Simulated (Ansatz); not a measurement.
CdS (zinc blende)

```xyz
2
Lattice="0.0000 2.9635 2.9635 2.9635 0.0000 2.9635 2.9635 2.9635 0.0000" Properties=species:S:1:pos:R:3 pbc="T T T"
S      4.4453     4.4453     4.4453
Cd     0.0000     0.0000     0.0000
```

The slice is a {100} plane (indices of the conventional cell) through the point (0.000, 0.000, 0.000) (fractional), spanned by u = [100] and v = [0 1 -1] in vectors of this cell: u (4.19 Å) and v (4.19 Å, at 90° to u). It covers one period; positions are fractions (u, v).

These are PBE (plane waves to 420 eV, PAW, scalar-relativistic; Ansatz, a quantum-chemistry and plane-wave program) values and carry that method's errors. k mesh 10×10×10. Inside the PAW spheres the values are not all-electron values, and peaks at nuclei hang on which shells count as valence. CdS was relaxed with its symmetry unable to fall. The PAW data are Ansatz's earlier set.

### Question
Predict the map of the electron localisation function (ELF) on the slice.

### Answer
```
|xxxx9765322346788876432235679xxx|
|xxxx8764322346788876432234678xxx|
|xxx976543223456777654322345679xx|
|99876553322334566654332233556789|
|77765543222234455544322223455677|
|66655432222223344433222222345566|
|55443322221122222222211222233445|
|33333222211111111111111122223333|
|22222222111101111111011112222222|
|22222221110000000000000111222222|
|33333221110000000000000111223333|
|44443322100000000000000012233444|
|66654432110000000000000112344566|
|77765432110000000000000112345677|
|88876542110000000000000112456788|
|88876542110000000000000112456788|
|88876542110000000000000112456788|
|77765432110000000000000112345677|
|66654432110000000000000112344566|
|44443322100000000000000012233444|
|33333221110000000000000111223333|
|22222221110000000000000111222222|
|22222222111101111111011112222222|
|33333222211111111111111122223333|
|55443322221122222222211222233445|
|66655432222223344433222222345566|
|77765543222234455544322223455677|
|99876553322334566654332233556789|
|xxx976543223456777654322345679xx|
|xxxx8764322346788876432234678xxx|
|xxxx9765322346788876432235679xxx|
|xxxx9765322346788876432235679xxx|
```
Scale: ten equal steps from 0.01 (start of '0') to 0.52 (end of '9'), in the order '0123456789'. Values: electron localisation function (ELF). The map has 32 points along u (one character each, u = 0 at the left) and 32 along v (v = 0 in the bottom row). Points within 0.5 Å of a nucleus are blanked (x), as the pseudised field means little there.
